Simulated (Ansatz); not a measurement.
AgI (wurtzite, space group No. 186), LDA (plane waves, PAW; program Ansatz). The conduction-band minimum lies at Γ, with 1 equivalent valley. Second derivatives d²E/dk² of the lowest band at one valley (eV·Å²), along Cartesian directions:

| direction | d²E/dk² |
|---|---|
| [100] | 54.91 |
| [010] | 54.91 |
| [001] | 58.04 |
| [110] | 54.91 |
| [101] | 56.50 |
| [011] | 56.50 |

Find the principal effective masses, the density-of-states mass and the conductivity mass.

Off-diagonal terms follow from H_xy = H[110] − (H_xx + H_yy)/2, and m*/mₑ = 7.620 eV·Å² over each eigenvalue: 0.13, 0.14, 0.14. One valley's DOS mass (m₁m₂m₃)^(1/3) = 0.14, conductivity mass 3/(Σ 1/mᵢ) = 0.14 mₑ.

What effective density of states Nc follows at 300 K for parabolic valleys?

Nc = 2.509e19 × 1 × (0.14)^(3/2) ≈ 1.3e18 cm⁻³.

Space group P6_3mc (wurtzite). Symmetry was held in the LDA relaxation; phonons on a q-mesh show no instability. The run is not spin-polarised. Scalar-relativistic: spin–orbit coupling is off unless named, which matters more the heavier the elements.

Potentials: the later of the program's two PAW sets.

Edges and masses are those of Kohn–Sham bands, whose gap is no quasiparticle gap.
